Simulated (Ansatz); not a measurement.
Here is the system:

CuI:
```xyz
4
Lattice="4.1309 0.0000 0.0000 -2.0655 3.5775 0.0000 0.0000 0.0000 6.8114" Properties=species:S:1:pos:R:3 pbc="T T T"
Cu     2.0655     1.1925     5.9505
Cu     0.0000     2.3850     2.5448
I      2.0655     1.1925     3.4152
I      0.0000     2.3850     0.0095
```

This is the LDA-relaxed structure.

**Question.** All from LDA (plane waves, PAW; program Ansatz), unless another level is named. Estimate the electron effective mass.

**Answer.** 0.13, 0.15, 0.15 mₑ (principal values).

**Question.** What about the formation energy from the elements (no fitted shifts)?

**Answer.** -0.11 eV/atom.

**Question.** Predict the weight of the valence-edge state by species (Voronoi cells).

**Answer.** Cu 57 %, I 43 %.

**Question.** And the weight of the conduction-edge state by species (Voronoi cells)?

**Answer.** Cu 62 %, I 38 %.

**Question.** Predict the valence-band maximum.

**Answer.** at Γ.

Space group P6_3mc (wurtzite). The first step of the workflow began from a Materials Project structure, measured or hypothetical; the Crystallography Open Database files this formula in space group No. 186, but the cells were not matched. It is not the phase usual at ambient conditions (space group No. 216). The LDA relaxation kept the symmetry of its start; phonons on a q-mesh show no instability. No spin polarisation was allowed. The references are the lowest solids computed at this level, not always the standard phases. Spin–orbit coupling is left out wherever it is not named.

Potentials: the later of the program's two PAW sets.

Edges and masses are those of Kohn–Sham bands, whose gap is no quasiparticle gap.
